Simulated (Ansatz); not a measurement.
AgCl (rock salt, Fm-3m), PBEsol (plane waves, PAW; program Ansatz), all energies at zero smearing, with the estimated change up to a 700 eV cutoff added, with one set of potentials and settings (totals compare only within such a set). Cell of 2 atoms (1 Ag, 1 Cl): -8583.807 eV.

```tsv
element	reference phase	E (eV/atom)
Ag	P6_3/mmc, 4 atoms in the cell	-7522.2452
Cl	Cmce, 4 atoms in the cell	-1060.8120
```

Formation energy per atom, worked out: (-8583.807 − 1×(-7522.2452) − 1×(-1060.8120))/2 = -0.375 eV/atom (-36 kJ per mol of atoms), at 0 K, without zero-point energy or fitted corrections.

Symmetry was held in the PBEsol relaxation. No spin polarisation was allowed. The references are the lowest solids computed at this level, not always the standard phases (solids in place of the gases).

Potentials: the later of the program's two PAW sets.
